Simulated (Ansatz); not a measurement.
Rb (bcc (W type), space group No. 229) at seven volumes, DFT-LDA in the program Ansatz with PAW potentials, scaled uniformly. One row is withheld.

```json
[
 {"V (Å³/atom)": "70.492", "P (GPa)": "?"},
 {"V (Å³/atom)": "72.816", "P (GPa)": "0.25"},
 {"V (Å³/atom)": "75.140", "P (GPa)": "0.12"},
 {"V (Å³/atom)": "77.464", "P (GPa)": "0.00"},
 {"V (Å³/atom)": "79.788", "P (GPa)": "-0.10"},
 {"V (Å³/atom)": "82.112", "P (GPa)": "-0.19"},
 {"V (Å³/atom)": "84.436", "P (GPa)": "-0.26"}
]
```

**Question.** Fit the shown pressures and predict the withheld one.

**Answer.** P = (3/2)B₀(x^(7/2) − x^(5/2))[1 + (3/4)(B′ − 4)(x − 1)] with x = (V₀/V)^(2/3). Least squares on the six rows gives V₀ = 77.476 Å³/atom, B₀ = 3.6 GPa, B′ = 3.86. At V = 70.492, x = 1.0650 and P = 0.41 GPa. The run itself gave 0.40 GPa.

Space group Im-3m (bcc (W type)). The LDA relaxation kept the symmetry of its start.

Potentials: the later of the program's two PAW sets.
